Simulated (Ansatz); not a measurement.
Cu$_{2}$As in space group P4/nmm (No. 129; As on 2c, Cu on 2a, Cu on 2c), PBE (plane waves, PAW; program Ansatz), all energies at zero smearing, with the estimated change up to a 700 eV cutoff added, with one set of potentials and settings (totals compare only within such a set). Cell of 6 atoms (2 As, 4 Cu): -36212.857 eV.

```csv
element,reference phase,E (eV/atom)
As,"R-3m, 2 atoms in the cell",-4856.1377
Cu,"Fm-3m, 1 atoms in the cell",-6625.1757
```

Formation energy per atom, worked out: (-36212.857 − 2×(-4856.1377) − 4×(-6625.1757))/6 = 0.020 eV/atom (2 kJ per mol of atoms), at 0 K, without zero-point energy or fitted corrections.

The workflow started from an entry of the Crystallography Open Database (COD). Whether it is the stable phase at ambient conditions was not checked. Symmetry was held in the PBE relaxation; whether a distortion lowers the energy is not shown. The run is not spin-polarised. The references are the lowest solids computed at this level, not always the standard phases.

Potentials: the later of the program's two PAW sets.
